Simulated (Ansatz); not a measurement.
Values for one crystal, relaxed and computed with r²SCAN in the plane-wave PAW code Ansatz; other levels are named.

- Volume per atom = 13.68 Å³
- Band gap = 3.84 eV (indirect)
- Electron effective mass, band 2 of 2 at the edge = 0.49 along x, 0.78 along z (mₑ)
- Hole effective mass = 0.82, 0.82, 9.4 mₑ (principal values)
- Hill bulk and shear moduli = 132 and 78.7 GPa
- Pressure derivative B′ = 4.3
- Elastic constants (relaxed ions, GPa) = C11 = 271, C12 = 87.1, C13 = 47.3, C33 = 282, C44 = 54.8, C66 = 89.2

Pick the material that matches.
A. ZnIn2O4, I-4 (In on 2b, In on 2d, Zn on 2a, O on 8g)
B. SrScO2F, P4/mmm (Sr on 1d, Sc on 1a, O on 2f, F on 1b)
C. TiO2, Pbcn (Ti on 4c, O on 8d)
D. BaHfO3, cubic perovskite

B, SrScO2F, P4/mmm (Sr on 1d, Sc on 1a, O on 2f, F on 1b)

The start of the workflow was typed in or built on a structure type; neither database checked (COD, Materials Project) lists it. Whether it is the stable phase at ambient conditions was not checked. The r²SCAN relaxation kept the symmetry of its start; its stability against distortions is not shown here. The run is not spin-polarised. The volume moved by -16 % from the start of the relaxation. Scalar-relativistic: spin–orbit coupling is off unless named, which matters more the heavier the elements.

Potentials: the earlier of the program's two PAW sets.
